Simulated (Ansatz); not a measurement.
A plane-wave DFT run in Ansatz 0.2.0 (scalar-relativistic PAW potentials unless the input names others): input and command.

```yaml
crystal:
  lattice:
    - [4.5680620907, 0.0, 0.0]
    - [-1.5226873636, 4.3068102416, 0.0]
    - [0.0, 0.0, 22.4596141571]
  atoms:
    - { symbol: K, position: [0.5, 0.5, 0.333932718] }
    - { symbol: K, position: [0.0, 0.0, 0.5] }
    - { symbol: K, position: [0.5, 0.5, 0.666067282] }
basis:
  ecutwfc: "550 eV"
kpoints:
  mp_grid: { grid: [8, 8, 1] }
hamiltonian:
  xc: pbe
  pseudopotentials: { kind: nc }
scf:
  occupations: { method: gaussian, width: 0.1 }
output:
  forces: true
  eigenvalues: true
  stress: true
efield:
  axis: 3
  dipole_correction: true
  ramp_width: 0.04
```

```bash
ansatz run input.yaml --threads 4 --pin off --max-ram 8192MiB --backend cpu --events-out ev --progress --plain --runs-dir out
```

Abridged log:
```
Warning: basis.ecutwfc = 550 eV is below the records' recommended 850 eV, and the density's cutoff is lower with it unless basis.ecutrho_ratio is high enough to keep the records' density cutoff: compare with a run at a higher cutoff
Basis set: ecut = 550 eV, 12933 PW (Γ), exchange–correlation on 72×72×360 points (8 copies of the dense FFT grid, shifted against one another)
Bands: 18, of which v1, the nominal top of the filled ones, is band 14 counted from 1 (13 counted from 0)
Symmetry: 4 space group operations
k-points: 21 of 64
SCF iter   1: F=—  HF=-2307.054499 eV  |F-HF|=—  |Δ(HF+E_count)|=         —  Δρ=3.08e-3  dr2=7.15e-1  ethr=2.52e-3  p=0.000 e·Å  D=1.02e-15 V/Å  ΔV_dip= 0.00 eV  dr2_dipole=3.16e-12  V_vac-E_F(+/−)=3.13/3.13 eV  ⟨swp⟩=1.0  Hψ=3299  notcnv=0
efield: sawtooth ramp at fractional position 0.9800 (placed from the atoms, in the widest stretch of the axis that holds none; the zero of the levels goes with the place), width 0.0400; the density the first Hamiltonian is built on has a dipole p = 0.000 e·Å; the dipole correction subtracts the counter field D = 1.02e-15 V/Å, which shifts the + side's vacuum level by  0.00 eV against the − side's; the planar-averaged density in the ramp window peaks in size at 5.7e-8 e/Å³
SCF iter   2: F=—  HF=-2306.961326 eV  |F-HF|=—  |Δ(HF+E_count)|=   9.32e-2  Δρ=1.32e-3  dr2=9.65e-2  ethr=2.52e-3  p= 0.000 e·Å  D=-5.73e-7 V/Å  ΔV_dip=0.00 eV  dr2_dipole=1.06e-12  V_vac-E_F(+/−)=2.25/2.25 eV  ⟨swp⟩=3.1  Hψ=580  notcnv=0  defer=1
SCF iter   3: F=—  HF=-2306.953364 eV  |F-HF|=—  |Δ(HF+E_count)|=   7.96e-3  Δρ=4.52e-4  dr2=3.87e-3  ethr=3.57e-4  p=0.000 e·Å  D=5.40e-7 V/Å  ΔV_dip= 0.00 eV  dr2_dipole=2.58e-12  V_vac-E_F(+/−)=2.48/2.48 eV  ⟨swp⟩=1.5  Hψ=484  notcnv=0  defer=1
SCF iter   4: F=—  HF=-2306.953760 eV  |F-HF|=—  |Δ(HF+E_count)|=   3.96e-4  Δρ=1.14e-4  dr2=2.79e-4  ethr=1.43e-5  p=0.000 e·Å  D=2.81e-7 V/Å  ΔV_dip= 0.00 eV  dr2_dipole=1.62e-12  V_vac-E_F(+/−)=2.41/2.41 eV  ⟨swp⟩=2.1  Hψ=461  notcnv=0  defer=1
SCF iter   5: F=—  HF=-2306.953768 eV  |F-HF|=—  |Δ(HF+E_count)|=   7.27e-6  Δρ=3.63e-5  dr2=3.33e-5  ethr=1.03e-6  p=0.000 e·Å  D=1.22e-7 V/Å  ΔV_dip= 0.00 eV  dr2_dipole=5.16e-13  V_vac-E_F(+/−)=2.41/2.41 eV  ⟨swp⟩=1.9  Hψ=416  notcnv=0  defer=1
SCF iter   6: F=—  HF=-2306.953757 eV  |F-HF|=—  |Δ(HF+E_count)|=   1.03e-5  Δρ=9.58e-6  dr2=1.04e-6  ethr=1.23e-7  p=0.000 e·Å  D=2.01e-8 V/Å  ΔV_dip= 0.00 eV  dr2_dipole=2.61e-15  V_vac-E_F(+/−)=2.41/2.41 eV  ⟨swp⟩=2.0  Hψ=471  notcnv=0  defer=1
SCF iter   7: F=—  HF=-2306.953758 eV  |F-HF|=—  |Δ(HF+E_count)|=   5.31e-7  Δρ=3.63e-6  dr2=1.62e-7  ethr=3.70e-10  p=0.000 e·Å  D=1.44e-9 V/Å  ΔV_dip= 0.00 eV  dr2_dipole=7.37e-16  V_vac-E_F(+/−)=2.41/2.41 eV  ⟨swp⟩=13.0  Hψ=2744  notcnv=0
SCF iter   8: F=-2306.953758 eV  HF=-2306.953758 eV  |F-HF|=9.67e-9  |Δ(HF+E_count)|=   2.79e-8  Δρ=1.07e-6  dr2=1.15e-8  ethr=3.70e-10  p= 0.000 e·Å  D=-4.36e-9 V/Å  ΔV_dip=0.00 eV  dr2_dipole=9.66e-15  V_vac-E_F(+/−)=2.41/2.41 eV  ⟨swp⟩=5.9  Hψ=1594  notcnv=0
WARN: efield: at this solve's end the planar-averaged density reaches 1.19e-5 e/Å³ inside the ramp window [0.9355, 0.0645] (bound 1e-5 e/Å³); the window's nearer edge stands 6.05 Å from this solve's nearest atom along the axis. Its work functions, free energy, forces, stress, dipole, levels and responses can be off, and this figure does not tell by how much. A short vacuum, a low `basis.ecutwfc` or `basis.ecutrho_ratio` and negative occupations (`scf.occupations.method`) can put density there. See the manual's quickstart, § The vacuum guard
SCF 1 converged in 8 iterations: F = -2306.953758 eV  dr2 = 1.15e-8
SCF converged after 8 iterations
Free energy (F): -2306.953758 eV
Harris-Foulkes:  -2306.953758 eV  (|F-HF|=9.67e-9)
Internal energy: -2306.939241 eV  (E = F + TS)
E sigma→0 (E₀):  -2306.946499 eV
Entropy (-TS):   -0.014517 eV (-4.839 meV/atom)
Fermi energy:    -0.224631 eV
Dipole field:    D = 0.000000 V/Å  (p = 0.000000 e·Å, saw-weighted, corrected)
Work function:   Φ+ = 2.4082 eV   Φ− = 2.4084 eV
Levels:          The Fermi level and band energies are counted from a zero that moves with the ramp; work functions are not
Vacuum region:   at the solve's end the planar-averaged density reaches 1.19e-5 e/Å³ inside the ramp window [0.9355, 0.0645] (bound 1e-5 e/Å³)
--- Forces (eV/Å), atoms counted from 1 ---
  atom   1  K      0.00000000     0.00000000     0.00522634
  atom   2  K      0.00000000     0.00000000     0.00000003
  atom   3  K      0.00000000     0.00000000    -0.00522634
--- Stress (GPa, compression-positive) ---
       -0.027131      -0.065503       0.000000
       -0.065503      -0.073449       0.000000
        0.000000       0.000000      -0.015214
  P = ⅓ Tr σ = -0.0386 GPa (-0.386 kbar)
```

Apart from outputs and empty bands, the input differs from a reference run on usual settings in basis.ecutwfc: 420 → "550 eV"; hamiltonian.pseudopotentials: not typed → {"kind": "nc"}. The reference, at the same geometry, gave pressure -0.04 GPa (averaged over a cell that holds vacuum), largest force 0.005 eV/Å, no gap on the mesh. This run converged in 8 SCF iterations (reference: 7) with a total energy on another zero, pressure -0.04 GPa (averaged over a cell that holds vacuum), largest force 0.005 eV/Å, no gap on the mesh. Its cutoff is looser than usual. The Hamiltonian differs as well, so the change in the result can't be put down to that alone.

Time: 11 s on 4 threads of Arm Neoverse N1 (shared host), peak memory 0.67 GiB.